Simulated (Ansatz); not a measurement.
Nb3Au:
```
CELL_PARAMETERS angstrom
      1.70536    -2.15727     0.00000
      1.70536     2.15727     0.00000
      0.00000     0.00000     9.17810
ATOMIC_POSITIONS crystal
  Nb 0.50000 0.50000 0.75191
  Nb 0.50000 0.50000 0.24809
  Nb 0.00000 0.00000 0.50000
  Au 0.00000 0.00000 0.00000
```

Relaxed with LDA.

Question: Which orbitals make up the states near the Fermi level in LDA (plane waves, PAW; program Ansatz)?

Answer: Within 0.5 eV of the Fermi level: Nb 4d 79 %, Nb 5s 7 %, outside the projected shells 6 %. Projections are on Löwdin-orthogonalised atomic valence shells; empty p or d shells of many metals are not among them.

Question: Tabulate the density of states.

Answer: States/eV per cell of 4 atoms, in 0.25 eV bins, energy from the Fermi level.

```tsv
E (eV)	total	Nb 4d	Au 5d	Nb 5s
-7.85	0.35	0.03	0.07	0.06
-7.60	0.48	0.05	0.15	0.06
-7.35	1.21	0.12	0.69	0.06
-7.10	1.18	0.11	0.79	0.05
-6.85	1.24	0.10	0.90	0.04
-6.60	2.70	0.21	2.18	0.09
-6.35	4.33	0.35	3.59	0.19
-6.10	3.17	0.23	2.57	0.22
-5.85	3.49	0.30	2.81	0.22
-5.60	6.99	1.21	4.98	0.31
-5.35	3.25	0.38	2.44	0.28
-5.10	2.11	0.20	1.66	0.15
-4.85	1.78	0.20	1.42	0.08
-4.60	1.86	0.21	1.52	0.05
-4.35	2.58	0.29	2.01	0.17
-4.10	3.25	0.47	2.39	0.27
-3.85	2.66	0.60	1.55	0.37
-3.60	3.63	1.31	1.67	0.46
-3.35	2.90	1.65	0.49	0.56
-3.10	2.87	1.83	0.37	0.50
-2.85	4.27	3.00	0.55	0.50
-2.60	4.59	3.41	0.50	0.45
-2.35	4.33	3.27	0.47	0.35
-2.10	4.41	3.55	0.40	0.25
-1.85	4.23	3.55	0.32	0.18
-1.60	4.73	4.04	0.33	0.17
-1.35	4.99	4.29	0.33	0.17
-1.10	4.71	4.06	0.26	0.17
-0.85	4.27	3.66	0.16	0.21
-0.60	4.84	4.05	0.14	0.35
-0.35	3.17	2.59	0.11	0.24
-0.10	2.70	2.10	0.12	0.22
0.15	2.80	2.11	0.17	0.19
0.40	3.05	2.41	0.16	0.17
0.65	2.78	2.19	0.15	0.15
0.90	2.64	2.06	0.14	0.14
1.15	2.25	1.72	0.11	0.12
1.40	2.21	1.66	0.10	0.14
1.65	2.19	1.89	0.07	0.09
1.90	2.89	2.55	0.08	0.10
2.15	3.79	3.40	0.09	0.11
2.40	4.58	4.13	0.09	0.12
2.65	4.90	4.47	0.09	0.11
2.90	4.69	4.24	0.09	0.12
```

Space group Cmmm. The workflow started from a Materials Project entry (that database holds measured and hypothetical structures alike); the Crystallography Open Database copy checked does not list it. COD files the formula under space group No. 223. With Nb and Au taken as one species the cell has the higher symmetry I4/mmm, so it may be an ordered model of a mixed-site phase. Its standing as an ambient phase is unchecked. Symmetry was held in the LDA relaxation; its stability against distortions is not shown here. The run is not spin-polarised. Scalar-relativistic: spin–orbit coupling is off unless named, which matters more the heavier the elements.

Potentials: the later of the program's two PAW sets.
